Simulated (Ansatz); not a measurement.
# Cold compression of ZnPt

```xyz
2
Lattice="2.8509 0.0000 0.0000 0.0000 2.8509 0.0000 0.0000 0.0000 3.4946" Properties=species:S:1:pos:R:3 pbc="T T T"
Zn    1.4254    1.4254    1.7473
Pt    0.0000    0.0000    0.0000
```

The base volume is that of a database entry, so it needn't be at zero pressure; the structure needn't be the stable phase, at rest or compressed.

Its volume is scaled at fixed shape and fractional positions.

Level of theory: DFT with PBEsol, scalar-relativistic, in Ansatz 0.2.0; a Γ-centred 13×13×10 k mesh, Fermi–Dirac smearing of 0.05 eV, no spin polarisation. LAPW: all electrons, basis error target 1 meV/atom; PAW: frozen-core files, cutoff 420 eV; crystal datasets: all electrons, by PAW datasets that the program makes for each cell.

Energies are extrapolated to zero smearing and count from the unscaled cell; pressure is positive in compression; gaps take the mesh and a band path. No temperature or zero-point motion is included.

Spin–orbit coupling is left out, which matters for the heavy atoms. The PAW files were made under PBE.

```
V/V0  V (Å³/atom)  P LAPW (GPa)  ΔE LAPW (eV/atom)  P PAW − LAPW (GPa)  ΔE PAW − LAPW (meV/atom)
1.00        14.20             ?              0.000               -0.03                       0.0
0.75        10.65         109.4              0.857                0.10                       0.3
0.70         9.94         163.2              1.454                0.15                       0.9
0.40         5.68          1663             18.230                5.45                      37.6
```

Task: What belongs in the row "1.00", column "P LAPW (GPa)"?

Result: -3.38.

Task: From the table, what is the rise of the enthalpy H = E + pV up to the last row, and how stiff is the crystal between the last two rows?

Result: ΔH = 18.230 eV + (1663 GPa × 5.68 Å³ + 3.38 GPa × 14.20 Å³) × 0.006242 eV/(GPa·Å³) = 77.48 eV/atom, of which pV makes 76 %. The mean bulk modulus there is −ΔP/Δln V = 2680 GPa.

Task: At the smallest volume, how far do crystal datasets lie from LAPW in pressure?

Result: crystal datasets: 0.00 GPa, on a LAPW pressure of 1663 GPa.

Task: How do the Löwdin populations by LAPW change from the unscaled cell to the last row?

Result: Zn 3s 1.99 → 1.96, Zn 3d 9.97 → 9.92, Pt 5s 1.99 → 1.93, Pt 6s 1.16 → 1.10, Pt 5d 9.28 → 9.52 electrons an atom. These are projections on the shells that the free atoms fill; 0.50 e a cell lies outside them at the start and 0.51 e at the end.
